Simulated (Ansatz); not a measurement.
P:
```
CELL_PARAMETERS angstrom
     -3.01249     3.01249     3.01249
      3.01249    -3.01249     3.01249
      3.01249     3.01249    -3.01249
ATOMIC_POSITIONS crystal
  P  0.00000 0.25000 0.50000
  P  0.25000 0.50000 0.00000
  P  0.50000 0.00000 0.25000
  P  0.25000 0.25000 0.25000
```

Relaxed with PBEsol.

### Question
Decompose the optical modes at the zone centre into irreducible representations, and say which are infrared and Raman allowed.

### Answer
Point group 432: Γ_opt = A2 + E + T1 + T2. Infrared: T1. Raman: E, T2.

### Question
Assign frequencies (DFPT, PBEsol (plane waves, PAW; program Ansatz)).

### Answer
T1 199i, A2 160i, E 421, T2 471 cm⁻¹.

Space group I4_132. The start of the workflow was typed in or built on a structure type; neither database checked (COD, Materials Project) lists it. It is not the phase usual at ambient conditions (space group No. 64). The cell was relaxed with PBEsol under the symmetry of its start. At this level the phase is dynamically unstable (imaginary phonons). The volume moved by 30 % from the start of the relaxation. As this level gives no gap, phonon frequencies hold no LO–TO term and depend on the k-mesh and smearing (Fermi–Dirac, 0.1 eV here).

Potentials: the earlier of the program's two PAW sets. The files were generated under PBE; for other functionals the program regenerates the frozen cores, and for LDA and PBEsol the local potential too.
